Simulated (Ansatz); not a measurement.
Task: Each is relaxed and computed with the program Ansatz at the PBE level (PAW). Which is the only metal?
A) AgI, NiAs type
B) SiC, P6_3mc (Pearson symbol hP16)
C) SiO2, rutile
D) ZrSi, NiAs type

Result: D, ZrSi, NiAs type. ZrSi: metal; AgI: gap 0.77 eV (indirect); SiC: gap 1.78 eV (indirect); SiO2: gap 5.04 eV (direct). Constructed cells (a structure type filled with these elements, in neither database checked): ZrSi, NiAs type. Typed or built starts, not in the databases checked: AgI, NiAs type. Not the usual ambient phase: AgI, NiAs type; SiC, P6_3mc (Pearson symbol hP16); SiO2, rutile. All cells were relaxed under the symmetry of their starts (and spin orders); stability against distortions was not tested throughout. Rows with no word on spin ran without spin polarisation. Scalar-relativistic: spin–orbit coupling is off unless named, which matters more the heavier the elements.

Potentials: the later of the program's two PAW sets.
